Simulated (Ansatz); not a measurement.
The relaxed structure here is a generated cell of Rh: the first start was made by placing the elements on the sites of a structure type, and the end was not matched to a known phase here, so it may be hypothetical. Known forms of Rh include space group No. 225.

One starting cell of Rh (a generated cell, Rh built in the AFLOW prototype A_tI4_139_e (as in Si)) was relaxed twice with Ansatz (plane waves, PAW, scalar-relativistic): with r2SCAN at 500 eV and with PBE at 420 eV. The r2SCAN result:

```
Rh
1.0
   -1.33450     1.33450     4.23473
    1.33450    -1.33450     4.23473
    1.33450     1.33450    -4.23473
Rh
2
Direct
  0.85786   0.85786   0.00000
  0.14214   0.14214   0.00000
```

```json
[
 {"quantity": "space group", "r2SCAN": "I4/mmm", "PBE": "I4/mmm"},
 {"quantity": "volume (Å³/atom)", "r2SCAN": "15.08", "PBE": "15.46"},
 {"quantity": "a (Å)", "r2SCAN": "2.669", "PBE": "2.690"},
 {"quantity": "c (Å)", "r2SCAN": "8.469", "PBE": "8.547"},
 {"quantity": "gap (eV, no spin-orbit coupling)", "r2SCAN": "0.00", "PBE": "0.00"}
]
```

Both levels end in the same structure; PBE's volume is 2.5 % larger. Neither column is exact.

No spin polarisation in the result.

The run could not lose the symmetry of its start: the end is stationary, and may be a saddle point rather than a minimum.

Ansatz is an electronic-structure program.
